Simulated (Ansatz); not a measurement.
# Quadrupolar parameters in SiNi2 under strain

The cell is a structure deposited in the COD, relaxed with PBE at fixed cell and then changed (z compressed by 1 %, ions relaxed).

```xyz
12
Lattice="4.9900 0.0000 0.0000 0.0000 3.7200 0.0000 0.0000 0.0000 6.9894" Properties=species:S:1:pos:R:3 pbc="T T T"
Si    1.4388    0.9300    2.7034
Si    1.0562    2.7900    6.1981
Si    3.9338    0.9300    0.7913
Si    3.5512    2.7900    4.2860
Ni    4.7890    0.9300    5.5537
Ni    2.6960    2.7900    2.0590
Ni    2.2940    0.9300    4.9304
Ni    0.2010    2.7900    1.4357
Ni    1.6469    0.9300    0.4251
Ni    0.8481    2.7900    3.9198
Ni    4.1419    0.9300    3.0696
Ni    3.3431    2.7900    6.5643
```

Atom numbers follow the list; atoms alike are taken as one site, whose name carries the number of the first.

Level of theory: DFT, PBE, plane waves and PAW, scalar-relativistic, collinear spin, 420 eV cutoff, Γ-centred 9×12×6 k-points, Fermi–Dirac smearing 0.05 eV (Ansatz 0.2.0). Start moments as typed (μB): 1.5 on each Ni, none on the rest.

Conventions: |V_zz| ≥ |V_yy| ≥ |V_xx|, η = (V_xx − V_yy)/V_zz, C_Q = eQV_zz/h. ν_Q = 3|C_Q|/[2I(2I − 1)].

⁶¹Ni: I = 3/2, Q = 162.0 mb. Q values from Pyykkö, Mol. Phys. 116, 1328 (2018).

Question: Which values are expected at the nuclei?

Answer: 

```csv
site,atoms (order as listed),first shell,C_Q (MHz),η,ν_Q (MHz)
Ni5,"5, 6, 7, 8","5 Si at 2.34–2.57 Å, 8 Ni at 2.56–2.69 Å",7.11,0.98,3.56
Ni9,"9, 10, 11, 12","5 Si at 2.29–2.73 Å, 8 Ni at 2.56–2.69 Å",3.73,0.62,1.87
```

Si has no stable isotope with a ground-state quadrupole moment in the table, so these sites are left out.

With no gap above 0.1 eV, as in a metal, the gradients converge slowly in k; expect changes of a tenth or more on a denser mesh. With these PAW files V_zz is typically within 2 to 3 % of all-electron values, but misses above 10 % occur on Ni. The start moments die out, and the run ends without spin. Where η is near 1 the sign of V_zz means little.
